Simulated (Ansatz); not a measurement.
**Calculated field gradients at the nuclei for NbSi2**

The cell is an entry of the Crystallography Open Database (COD), taken as it stands.

```cif
data_NbSi2
_symmetry_space_group_name_H-M 'P6_222'
_symmetry_Int_Tables_number 180
_cell_length_a 4.8190
_cell_length_b 4.8190
_cell_length_c 6.5920
_cell_angle_alpha 90.000
_cell_angle_beta 90.000
_cell_angle_gamma 120.000
loop_
_atom_site_label
_atom_site_type_symbol
_atom_site_symmetry_multiplicity
_atom_site_Wyckoff_symbol
_atom_site_fract_x
_atom_site_fract_y
_atom_site_fract_z
Nb Nb 3 d 0.5000 0.0000 0.5000
Si Si 6 j 0.1599 0.3198 0.5000
```

One atom of each set is listed.

The numbers come from a DFT calculation in Ansatz (PBE, plane waves and PAW, scalar-relativistic, 420 eV cutoff, Γ-centred 7×7×5 k-points, Fermi–Dirac smearing 0.05 eV).

Conventions: |V_zz| ≥ |V_yy| ≥ |V_xx|, η = (V_xx − V_yy)/V_zz, C_Q = eQV_zz/h.

⁹³Nb: I = 9/2, Q = -320.0 mb. Q values from Pyykkö, Mol. Phys. 116, 1328 (2018).

| site | atoms | first shell | V_zz (10²¹ V/m²) | η | C_Q (MHz) |
| --- | --- | --- | --- | --- | --- |
| Nb | 3 | 10 Si at 2.62–2.84 Å, 4 Nb at 3.26 Å | 2.54 | 0.68 | -19.7 |
| Si | 6 | 5 Si at 2.57–2.84 Å, 5 Nb at 2.62–2.84 Å; also 2 Si at 3.19 Å | -2.82 | 0.52 | – |

Si has no stable isotope with a ground-state quadrupole moment in the table, so no C_Q is given.

With no gap above 0.1 eV, as in a metal, the gradients converge slowly in k; expect changes of a tenth or more on a denser mesh. Without spin–orbit coupling (the program notes it for Nb) the gradients can shift somewhat, as the gap is small.

The run took 18 s of wall time (18 s of CPU time) and 0.43 GiB at its peak, on 1 thread of Arm Neoverse V2 (aarch64; 28 cores open to the job, memory cap 3.0 GiB, no GPU), a shared host with a load of 0.7 a core.
